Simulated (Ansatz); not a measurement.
CuI (zinc blende, F-43m), DFT-PBE in the program Ansatz with PAW potentials. The conduction-band minimum lies at Γ, with 1 equivalent valley. Second derivatives d²E/dk² of the lowest band at one valley (eV·Å²), along Cartesian directions:

```csv
direction,d²E/dk²
[100],50.75
[010],50.75
[001],50.75
[110],50.70
[101],50.70
[011],50.70
```

### Question
Find the principal effective masses, the density-of-states mass and the conductivity mass.

### Answer
Off-diagonal terms follow from H_xy = H[110] − (H_xx + H_yy)/2, and m*/mₑ = 7.620 eV·Å² over each eigenvalue: 0.15, 0.15, 0.15. One valley's DOS mass (m₁m₂m₃)^(1/3) = 0.15, conductivity mass 3/(Σ 1/mᵢ) = 0.15 mₑ.

### Question
What effective density of states Nc follows at 300 K for parabolic valleys?

### Answer
Nc = 2.509e19 × 1 × (0.15)^(3/2) ≈ 1.5e18 cm⁻³.

The cell was relaxed with PBE under the symmetry of its start. No spin polarisation was allowed. Spin–orbit coupling is left out wherever it is not named.

Potentials: the later of the program's two PAW sets.

Edges and masses are those of Kohn–Sham bands, whose gap is no quasiparticle gap.
